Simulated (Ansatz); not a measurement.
**SrHg2 in Ansatz, settings compared**

Input:

```yaml
crystal:
  lattice:
    - [0.0, 5.480141, 0.0]
    - [5.480141, 0.0, 0.0]
    - [2.740071, 2.740071, -5.219182]
  atoms:
    - { symbol: Hg, position: [0.258, 0.258, 0.484] }
    - { symbol: Hg, position: [0.008, 0.508, 0.984] }
    - { symbol: Hg, position: [0.492, 0.992, 0.016] }
    - { symbol: Hg, position: [0.742, 0.742, 0.516] }
    - { symbol: Sr, position: [0.0, 0.0, 0.0] }
    - { symbol: Sr, position: [0.75, 0.25, 0.5] }
  symmetry: { tolerance: 0.0003 }
kpoints:
  mp_grid: { grid: [4, 4, 4], shift: [0, 0, 0] }
magnetization:
  spin_polarized: false
scf:
  occupations: { method: gaussian, width: 0.0183 }
hamiltonian:
  pseudopotentials: { kind: paw }
  xc: r2scan
basis:
  ecutwfc: 500
output:
  forces: true
  stress: true
  eigenvalues: true
  write_density: true
  write_potential: true
  elf: true
  volumetric_format: npy
```

Run with:

```bash
ansatz run input.yaml --threads 1 --pin off --max-ram 2560MiB --backend cpu --events-out ev --progress --plain --runs-dir out
```

Origin of the cell: a known structure type with other elements, at an estimated volume, so it need not be a known compound.

Output of this run (shortened):

```
SCF iter   1: F=—  HF=-62416.716881 eV  Δρ=7.80e-3  dr2=9.85e-2  dr2_τ=6.64e-2  defer=1
SCF iter   2: F=—  HF=-62416.954226 eV  Δρ=7.88e-3  dr2=9.39e-2  dr2_τ=1.15e-2  defer=47
SCF iter   3: F=—  HF=-62416.927847 eV  Δρ=1.18e-3  dr2=3.70e-3  dr2_τ=1.57e-4  defer=47
SCF iter   4: F=—  HF=-62416.928785 eV  Δρ=5.62e-4  dr2=1.01e-3  dr2_τ=2.30e-5  defer=47
SCF iter   5: F=—  HF=-62416.928850 eV  Δρ=3.13e-4  dr2=3.83e-4  dr2_τ=2.19e-5  defer=47
SCF iter   6: F=—  HF=-62416.928789 eV  Δρ=1.34e-4  dr2=3.19e-5  dr2_τ=5.62e-6  defer=47
SCF iter   7: F=—  HF=-62416.928825 eV  Δρ=2.72e-5  dr2=1.32e-6  dr2_τ=1.43e-7  defer=47
SCF iter   8: F=-62416.928827 eV  HF=-62416.928827 eV  Δρ=5.62e-6  dr2=5.12e-8  dr2_τ=7.46e-9
SCF 1 converged in 8 iterations: F = -62416.928827 eV  dr2 = 5.12e-8
SCF converged after 8 iterations
Free energy (F): -62416.928827 eV
Harris-Foulkes:  -62416.928827 eV  (|F-HF|=7.33e-8)
Internal energy: -62416.927459 eV  (E = F + TS)
E sigma→0 (E₀):  -62416.928143 eV
Entropy (-TS):   -0.001368 eV (-0.228 meV/atom)
Fermi energy:    13.030807 eV
--- Per-component energies (eV) ---
  E_band       = -1981.469442
  E_kinetic    = 2946.523879
  E_local      = -12975.757046  (includes V_loc(G=0)·N_el)
  E_nonlocal   = 694.650269
  E_hartree    = 5361.727991
  E_xc         = -1173.559128
  E_vxc        = -1535.508648  (∫ρ·V_xc dr)
  E_paw        = -45320.532910  (= ΣΔE_a)
  E_vpaw       = -1935.832986  (= ΣTr[D̂ρ^β])
  E_aug_tail   = 0.001544  (compensation charges beyond the density's cutoff)
  E_vtau       = 100.996531  (kinetic-family band-sum trace: ∫τ·v_τ [+ j·A + Jᵃ·Aᵃ] dr)
  E_ewald      = -11949.094274
  E_core_change = -0.887784  (= ΣΔE_core)
  E_smearing   = -0.001368  (= −TS)
  Σ components = -62416.928827   (vs F -62416.928827, Δ=0.00e0)
--- Forces (eV/Å), atoms counted from 1 ---
  atom   1  Hg    -0.000000    -0.000000     2.743421
  atom   2  Hg    -0.000000    -0.000000     2.743421
  atom   3  Hg     0.000000     0.000000    -2.743421
  atom   4  Hg     0.000000     0.000000    -2.743421
  atom   5  Sr     0.000000    -0.000000     0.000000
  atom   6  Sr    -0.000000     0.000000     0.000000
  max |Σ_I F_I| component: 4.44e-16 eV/Å
--- Stress (GPa, compression-positive) ---
       21.682265       0.000000      -0.000000
        0.000000      21.682265      -0.000000
       -0.000000      -0.000000      25.959673
  P = ⅓ Tr σ = 23.1081 GPa (231.081 kbar)
```

The same input was run again with these changes:

1. `basis.xc_grid` default → 3; `kpoints.mp_grid.grid` [4, 4, 4] → [5, 5, 5]
2. `scf.occupations.width` 0.0183 → default; `scf.occupations.method` gaussian → tetrahedron_uncorrected; `scf.algorithm` default → direct_min
3. `scf.occupations.method` gaussian → methfessel_paxton; `scf.occupations.width` 0.0183 → 0.1
4. `total_charge` default → 0.5; `scf.max_iter` default → 75

```json
{"run": "base", "end": "converged", "SCF iterations": "8", "P (GPa)": "23.11", "max force component (eV/Å)": "2.743", "gap on mesh (eV)": "none", "moment (μB)": "–", "ΔE(σ→0) (meV/atom)": "0"}
{"run": "1", "end": "converged", "SCF iterations": "9", "P (GPa)": "22.90", "max force component (eV/Å)": "2.749", "gap on mesh (eV)": "none", "moment (μB)": "–", "ΔE(σ→0) (meV/atom)": "-3.94"}
{"run": "2", "end": "input refused", "SCF iterations": "0", "P (GPa)": "–", "max force component (eV/Å)": "–", "gap on mesh (eV)": "–", "moment (μB)": "–", "ΔE(σ→0) (meV/atom)": "–"}
{"run": "3", "end": "converged", "SCF iterations": "8", "P (GPa)": "23.12", "max force component (eV/Å)": "2.738", "gap on mesh (eV)": "none", "moment (μB)": "–", "ΔE(σ→0) (meV/atom)": "0.15"}
{"run": "4", "end": "converged", "SCF iterations": "9", "P (GPa)": "–", "max force component (eV/Å)": "2.745", "gap on mesh (eV)": "none", "moment (μB)": "–", "ΔE(σ→0) (meV/atom)": "–"}
```

Energies are compared only where functional, datasets, charge and starting cell are the same.

Not properties of the system: run 4 (a charge that the system can't hold).

Caveats of the base run: no spin-orbit coupling, though heavy elements are present; the k mesh is coarse if the cell is a metal.

Run 4: charged cell with a uniform background, whose pressure depends on convention.

Time of the base run: 23 s on 1 thread of Arm Neoverse V1 (shared host), peak memory 0.75 GiB, from the program's own first density.
